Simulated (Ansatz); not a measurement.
AlCu in space group C2/m (No. 12; Pearson symbol mS20) at seven volumes, plane-wave PAW r²SCAN (Ansatz code), shape and atoms relaxed at each. One row is withheld.

| V (Å³/atom) | P (GPa) |
|---|---|
| 12.456 | 14.68 |
| 12.866 | 8.96 |
| 13.277 | 4.11 |
| 13.688 | 0.00 |
| 14.098 | ? |
| 14.509 | -6.43 |
| 14.920 | -8.90 |

### Question
Fit the shown pressures and predict the withheld one.

### Answer
Third-order Birch–Murnaghan: P = (3/2)B₀(x^(7/2) − x^(5/2))[1 + (3/4)(B′ − 4)(x − 1)] with x = (V₀/V)^(2/3). Least squares on the six rows gives V₀ = 13.688 Å³/atom, B₀ = 125.6 GPa, B′ = 4.53. At V = 14.098, x = 0.9805 and P = -3.47 GPa. The run itself gave -3.48 GPa.

The first step of the workflow began from a Materials Project structure, measured or hypothetical; the Crystallography Open Database files this formula in space group No. 12, but the cells were not matched. Whether it is the stable phase at ambient conditions was not checked. The cell was relaxed with r²SCAN under the symmetry of its start; its stability against distortions is not shown here. The run is not spin-polarised.

Potentials: the later of the program's two PAW sets.
